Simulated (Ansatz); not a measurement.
The relaxed structure here is a generated cell of Hg: the first start was made by placing the elements on the sites of a structure type, and the end was not matched to a known phase here, so it may be hypothetical.

The start is a generated cell, Hg placed in the beta-Sn structure type. Cell shape, volume and atoms are optimised at zero target pressure with r2SCAN (plane waves to 500 eV, PAW, scalar-relativistic; Ansatz, an electronic-structure program). The first steps use a coarse 12×12×12 k-mesh.

The start:
```yaml
crystal:
  lattice:
    - [-2.82378, 2.82378, 1.54069]
    - [2.82378, -2.82378, 1.54069]
    - [2.82378, 2.82378, -1.54069]
  atoms:
    - { symbol: Hg, position: [0.75000, 0.25000, 0.50000] }
    - { symbol: Hg, position: [0.00000, 0.00000, 0.00000] }
```

```json
{
 "outcome": "The space group stays I4₁/amd (No. 141) (the run could not lower it); the end is AFLOW prototype A_tI4_141_a (A5, as in Sn), with 2 atoms in the primitive cell",
 "volume_change": "+9.4 %, from 24.57 to 26.88 Å³/atom",
 "Shortest distances (start → end)": "The closest pairs of elements (up to four, under 3.6 Å), start → end: Hg–Hg 2.93 → 3.04 Å",
 "band_gap_at_the_end": "no gap (metallic)",
 "optimiser_moves": "8"
}
```

Final values are on a 17×17×17 k-mesh of the relaxed cell. No spin polarisation in the result.

The run could not lose the symmetry of its start, so the end can be a saddle point.

All atoms sit on sites fixed by symmetry, so only the cell could relax.
